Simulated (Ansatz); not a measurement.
# SrO: do energies and stresses tell the same story?

All numbers below come from DFT r2SCAN, scalar-relativistic, plane waves, PAW in Ansatz.

Cutoff 500 eV; k points 8×8×8 on the computed 2-atom cell (Γ-centred); Gaussian smearing, width 0.02 eV; no spin polarisation.

Relaxed cell: Fm-3m, a = 5.161 Å, b = 5.161 Å, c = 5.161 Å, α = 90.00°, β = 90.00°, γ = 90.00°, 2 atoms in the primitive cell.

Energies at zero smearing and pressures from the stress tensor, at volumes with shape and atoms relaxed:
```
V (Å³/atom) E − E(first) (meV/atom) P (GPa)
     15.118                     0.00    15.85
     15.634                   -42.71    10.84
     16.149                   -70.55     6.60
     16.664                   -85.83     3.00
     17.180                   -90.45    -0.04
     17.695                   -86.04    -2.63
     18.211                   -73.96    -4.82
     18.898                   -47.91    -7.24
```

Question: Check P = −dE/dV between neighbouring volumes, and get the bulk modulus from the pressures alone.

Answer: With 1 eV/Å³ = 160.2 GPa:
```tsv
middle V (Å³/atom)	−ΔE/ΔV (GPa)	mean P (GPa)
15.376	13.276	13.343
15.891	8.656	8.715
16.407	4.750	4.799
16.922	1.437	1.480
17.437	-1.371	-1.335
17.953	-3.756	-3.725
18.554	-6.075	-6.032
```

The two differ by 0.07 GPa at most. The mean of two end pressures misses the average over a step by about ΔV² P″/12, up to 0.07 GPa here; with that taken off 0.00 GPa remains. Around V = 17.180 Å³/atom, the two neighbours give B = −V ΔP/ΔV = 17.180 × 5.63 / 1.031 = 93.9 GPa, against B0 = 93.6 GPa from the Birch–Murnaghan fit of the energies.